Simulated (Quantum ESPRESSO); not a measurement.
## IrSn2AuWAl2Zn (different elements on one site, starting from this cell)

Simulated, not a measurement. The program is pw.x of Quantum ESPRESSO 7.5 (plane-wave density functional theory). The cell is made up: eight metal atoms on a hexagonal close-packed lattice, with elements, volume, strain and displacements drawn at random and not relaxed, so it may be unstable or far from any real phase. PseudoDojo standard norm-conserving files set the functional (PBE unless stated); there is no spin polarisation or spin-orbit coupling, the Fermi-Dirac width of 0.25 eV means electrons at about 2900 K, and the masses in the input are unused placeholders. The tin pseudopotential is less sure than most, with forces differing by about three percent from a second method on plain tin. Heavy elements are run without spin-orbit coupling, which real alloys of them have. A spin test at this wide smearing found no moment, but such smearing suppresses magnetism that the real alloy may have.

The runs put different elements on site 3. Cell, positions, cutoff, mesh and smearing stay as in the input of run 1; sites are counted in its order. Stress in the tables is positive in tension.

Input of run 1:

```
&control calculation='scf', pseudo_dir='./dojo.nc.sr.pbe.v0_5.standard.upf', outdir='./o', disk_io='medium', tprnfor=.true., tstress=.true. /
&system ibrav=0, nat=8, ntyp=6, nbnd=64, ecutwfc=87.97787729, nosym=.true., tot_charge=0,
 occupations='smearing', smearing='fd', degauss=0.0183746611
/
&electrons conv_thr=1.470e-08, electron_maxstep=70, mixing_beta=0.5 /
ATOMIC_SPECIES
Al 1.0 Al.upf
Au 1.0 Au.upf
Ir 1.0 Ir.upf
Sn 1.0 Sn.upf
W 1.0 W.upf
Zn 1.0 Zn.upf
CELL_PARAMETERS angstrom
4.2443 -2.5064 0.0132
-2.799 0.0775 -4.5836
2.7709 4.9112 -0.0658
ATOMIC_POSITIONS angstrom
Ir 0.0392 -0.0621 -0.0189
Sn 1.3797 2.4521 -0.0246
Au -0.0386 1.6749 -2.3232
Sn 1.3646 4.1035 -2.3426
W 2.8356 -0.0893 -0.009
Al 4.2112 2.4238 -0.0178
Al 1.4017 -0.7845 -2.2627
Zn 2.7764 1.6434 -2.3224
K_POINTS automatic
5 5 4 1 1 1
```

| run | elements on sites 1 to 8 | -TS (eV) | pressure (GPa) | stress xx (GPa) | stress yy (GPa) | stress zz (GPa) | stress yz (GPa) | stress xz (GPa) | stress xy (GPa) | iterations |
| --- | --- | --- | --- | --- | --- | --- | --- | --- | --- | --- |
| 1 | Ir Sn Au Sn W Al Al Zn | -0.834 | 14.96 | -14.06 | -13.19 | -17.63 | -0.99 | 1.04 | 0.36 | 12 |
| 2 | Ir Sn Rh Sn W Al Al Zn | -1.039 | 7.96 | -5.88 | -6.59 | -11.41 | -0.87 | 1.54 | 0.84 | 12 |
| 3 | Ir Sn W Sn W Al Al Zn | -1.027 | 11.56 | -12.64 | -10.00 | -12.05 | 1.40 | 0.46 | 0.48 | 12 |
| 4 | Ir Sn Ir Sn W Al Al Zn | -1.021 | 8.54 | -6.10 | -7.75 | -11.78 | -0.61 | 0.79 | 0.50 | 12 |
| 5 | Ir Sn Sc Sn W Al Al Zn | -0.937 | 17.42 | -20.06 | -14.92 | -17.28 | 1.06 | 1.51 | -0.58 | 12 |

Forces Fx Fy Fz (eV/Å):

```
site             run 1             run 2              run 3              run 4             run 5
   1  -0.62 -0.57 0.47  -0.58 -0.07 0.07  -0.84 -0.12 -0.37  -0.62 -0.14 -0.03  -0.65 -0.26 0.22
   2   0.07 -0.97 0.60   0.19 -1.27 0.72    0.24 -1.01 0.88    0.24 -1.18 0.75  -0.02 -0.81 0.76
   3  0.25 -0.14 -0.23   0.48 0.15 -0.20    0.48 -0.33 0.21    0.47 0.10 -0.31   0.16 -0.78 0.55
   4  -0.07 1.26 -0.95  -0.29 1.10 -0.91   -0.38 0.86 -1.01   -0.43 1.10 -0.96   0.19 0.86 -0.84
   5    0.13 0.46 0.01   0.00 0.19 -0.11    0.07 0.56 -0.05     0.11 0.20 0.07  -0.08 1.07 -0.50
   6   0.04 0.05 -0.31  -0.20 -0.03 0.21    -0.02 0.24 0.21   -0.24 -0.01 0.26   0.34 0.20 -0.36
   7   -0.25 0.26 0.21    0.10 0.57 0.09     0.00 0.35 0.03     0.11 0.54 0.06   -0.40 0.09 0.18
   8   0.45 -0.34 0.21   0.30 -0.64 0.13    0.44 -0.53 0.09    0.35 -0.61 0.17  0.46 -0.36 -0.01
```

Energies are left out, as each element's file has its own zero. A rerun of one cell of this series at a higher cutoff and on a denser mesh moved values by no more than 0.010 eV in energy, 0.08 GPa in stress and 0.010 eV/Å in force, and a second program with other atomic files agreed on that cell to 2 % rms in force and 0.5 GPa in pressure.